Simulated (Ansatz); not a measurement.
Sr2CaWO6:
```
Sr2CaWO6
1.0
   -2.86128     2.86128     4.16090
    2.86128    -2.86128     4.16090
    2.86128     2.86128    -4.16090
Sr Ca W O
2 1 1 6
Direct
  0.25000   0.75000   0.50000
  0.75000   0.25000   0.50000
  0.50000   0.50000   0.00000
  0.00000   0.00000   0.00000
  0.83863   0.70569   0.54431
  0.16137   0.29431   0.45569
  0.70569   0.16137   0.86706
  0.29431   0.83863   0.13294
  0.23147   0.23147   0.00000
  0.76853   0.76853   0.00000
```

Relaxed with PBEsol.

Give the Bader charges and basin volumes of the independent atoms, DFT-PBEsol in the program Ansatz with PAW potentials.



```json
[
 {"atom": "Sr1", "Bader charge (e)": "+1.59", "Bader volume (Å³)": "16.9"},
 {"atom": "Ca3", "Bader charge (e)": "+1.51", "Bader volume (Å³)": "10.8"},
 {"atom": "W4", "Bader charge (e)": "+2.97", "Bader volume (Å³)": "8.8"},
 {"atom": "O5", "Bader charge (e)": "-1.27", "Bader volume (Å³)": "13.6"},
 {"atom": "O9", "Bader charge (e)": "-1.29", "Bader volume (Å³)": "14.3"}
]
```

Space group I4/m. The workflow started from a Materials Project entry (that database holds measured and hypothetical structures alike); the Crystallography Open Database copy checked does not list it. COD files the formula under space group No. 14. Its standing as an ambient phase is unchecked. The cell was relaxed with PBEsol under the symmetry of its start; whether a distortion lowers the energy is not shown. No spin polarisation was allowed. No Hubbard U is applied. Scalar-relativistic: spin–orbit coupling is off unless named, which matters more the heavier the elements.

Potentials: the later of the program's two PAW sets.
